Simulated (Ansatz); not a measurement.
NbC:
```xyz
2
Lattice="0.0000 2.2135 2.2135 2.2135 0.0000 2.2135 2.2135 2.2135 0.0000" Properties=species:S:1:pos:R:3 pbc="T T T"
Nb     0.0000     0.0000     0.0000
C      2.2135     2.2135     2.2135
```

Relaxed with LDA. Special points in fractions of this cell's reciprocal vectors: Γ (0.000, 0.000, 0.000); X (0.500, 0.000, 0.500); U (0.625, 0.250, 0.625); K (0.375, 0.375, 0.750); L (0.500, 0.500, 0.500); W (0.500, 0.250, 0.750).

List the band energies nearest the Fermi level at these points for DFT-LDA in the program Ansatz with PAW potentials.

In eV from the Fermi level; about four levels below and three above (degenerate sets whole), none deeper than 8.9 eV; … stands for higher levels left out; points with the same levels are listed once.

```tsv
k	below	above
Γ	-1.34 -1.34 -1.34 -0.20 -0.20 -0.20	…
X	-4.31 -3.76 -1.25 -1.25	2.14 3.43 3.43
U	-5.22 -4.18 -3.53 -0.28	2.63 3.60 5.84
L	-7.69 -5.23 -5.23	2.27 2.27 3.75
W	-4.71 -4.39 -4.39	1.63 1.63 3.44
```

Space group Fm-3m (rock salt). The LDA relaxation kept the symmetry of its start; of distortions, only those at the zone centre were tested. The run is not spin-polarised. Spin–orbit coupling is left out wherever it is not named.

Potentials: the later of the program's two PAW sets.
